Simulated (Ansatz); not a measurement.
Li:
```cif
data_Li
_chemical_formula_sum 'Li1'
_space_group_name_H-M_alt 'P 1'
_space_group_IT_number 1
_cell_length_a 2.87673
_cell_length_b 2.87673
_cell_length_c 2.87673
_cell_angle_alpha 109.471
_cell_angle_beta 109.471
_cell_angle_gamma 109.471
loop_
_space_group_symop_operation_xyz
  'x, y, z'
loop_
_atom_site_label
_atom_site_type_symbol
_atom_site_fract_x
_atom_site_fract_y
_atom_site_fract_z
_atom_site_occupancy
Li1 Li 0.00000 0.00000 0.00000 1
```

Relaxed with PBE+D3(BJ).

### Question
Which orbitals make up the states near the Fermi level in DFT-PBE+D3(BJ) in the program Ansatz with PAW potentials?

### Answer
Within 0.5 eV of the Fermi level: Li 2s 62 %, outside the projected shells 38 %. Projections are on Löwdin-orthogonalised atomic valence shells; empty p or d shells of many metals are not among them.

### Question
Tabulate the density of states.

### Answer
States/eV per cell of 1 atom, in 0.25 eV bins, energy from the Fermi level.

```csv
E (eV),total,Li 2s,Li 1s
-3.85,0.00,0.00,0.00
-3.60,0.06,0.06,0.01
-3.35,0.12,0.11,0.01
-3.10,0.16,0.15,0.01
-2.85,0.19,0.18,0.01
-2.60,0.21,0.20,0.01
-2.35,0.24,0.23,0.01
-2.10,0.26,0.25,0.01
-1.85,0.28,0.27,0.00
-1.60,0.30,0.28,0.00
-1.35,0.32,0.30,0.00
-1.10,0.33,0.31,0.00
-0.85,0.35,0.32,0.00
-0.60,0.38,0.32,0.00
-0.35,0.40,0.32,0.00
-0.10,0.44,0.31,0.00
0.15,0.53,0.29,0.00
0.40,0.54,0.24,0.00
0.65,0.49,0.19,0.00
0.90,0.44,0.15,0.00
1.15,0.39,0.11,0.00
1.40,0.34,0.08,0.00
1.65,0.29,0.06,0.00
1.90,0.24,0.04,0.00
2.15,0.19,0.03,0.00
2.40,0.13,0.02,0.00
2.65,0.10,0.02,0.00
2.90,0.12,0.01,0.00
3.15,0.16,0.02,0.00
3.40,0.26,0.04,0.00
3.65,0.73,0.36,0.01
3.90,0.64,0.27,0.01
4.15,0.55,0.18,0.00
4.40,0.49,0.13,0.00
4.65,0.46,0.09,0.00
```

Space group Im-3m (bcc (W type)). The cell was relaxed with PBE+D3(BJ) under the symmetry of its start. The pairwise dispersion correction was not fitted to metals.

Potentials: the later of the program's two PAW sets.
